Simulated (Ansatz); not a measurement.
PbSe (rock salt, Fm-3m), the program Ansatz at the PBE level (PAW). The conduction-band minimum lies at L, with 4 equivalent valleys. Second derivatives d²E/dk² of the lowest band at one valley (eV·Å²), along Cartesian directions:

```json
[
 {"direction": "[100]", "d²E/dk²": "58.21"},
 {"direction": "[010]", "d²E/dk²": "58.21"},
 {"direction": "[001]", "d²E/dk²": "58.21"},
 {"direction": "[110]", "d²E/dk²": "54.71"},
 {"direction": "[101]", "d²E/dk²": "61.89"},
 {"direction": "[011]", "d²E/dk²": "61.89"}
]
```

Q: Find the principal effective masses, the density-of-states mass and the conductivity mass.

A: Off-diagonal terms follow from H_xy = H[110] − (H_xx + H_yy)/2, and m*/mₑ = 7.620 eV·Å² over each eigenvalue: 0.12, 0.12, 0.15. One valley's DOS mass (m₁m₂m₃)^(1/3) = 0.13, conductivity mass 3/(Σ 1/mᵢ) = 0.13 mₑ.

Q: What effective density of states Nc follows at 300 K for parabolic valleys?

A: Nc = 2.509e19 × 4 × (0.13)^(3/2) ≈ 4.7e18 cm⁻³.

Symmetry was held in the PBE relaxation. Scalar-relativistic: spin–orbit coupling is off unless named, which matters more the heavier the elements.

Potentials: the later of the program's two PAW sets.

Edges and masses are those of Kohn–Sham bands, whose gap is no quasiparticle gap.
